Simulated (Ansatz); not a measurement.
H:
```yaml
crystal:
  lattice:
    - [7.41107, 0.00000, 0.00000]
    - [0.00000, 7.48099, 0.00000]
    - [0.00000, 0.00000, 7.48924]
  atoms:
    - { symbol: H, position: [0.03814, 0.97383, 0.51602] }
    - { symbol: H, position: [0.53814, 0.52617, 0.48398] }
    - { symbol: H, position: [0.46186, 0.02617, 0.01602] }
    - { symbol: H, position: [0.96186, 0.47383, 0.98398] }
    - { symbol: H, position: [0.03314, 0.54317, 0.97886] }
    - { symbol: H, position: [0.53314, 0.95683, 0.02114] }
    - { symbol: H, position: [0.46686, 0.45683, 0.47886] }
    - { symbol: H, position: [0.96686, 0.04317, 0.52114] }
```

This is the r²SCAN-relaxed structure. Cartesian axes are those of the cell as given.

### Question
All from plane-wave PAW r²SCAN (Ansatz code), unless another level is named. Give the band gap.

### Answer
11.66 eV (smallest direct gap 11.66 eV).

### Question
Next, the conduction-band minimum?

### Answer
off the standard path, at k = (0.417, -0.062, 0.000).

### Question
And the valence-band maximum?

### Answer
on the Γ–Z line, 67 % of the way from Γ (k = 0.000, 0.000, 0.333).

Space group P2_12_12_1. The first step of the workflow began from a Materials Project structure, measured or hypothetical; the Crystallography Open Database copy checked does not list it. It is not the usual solid phase (space group No. 194). The r²SCAN relaxation kept the symmetry of its start; its stability against distortions is not shown here. The substance is a gas or liquid at ambient conditions. A crystal of weakly bound units computed without a dispersion correction: the cell and the soft elastic constants depend strongly on that.

Potentials: the later of the program's two PAW sets.
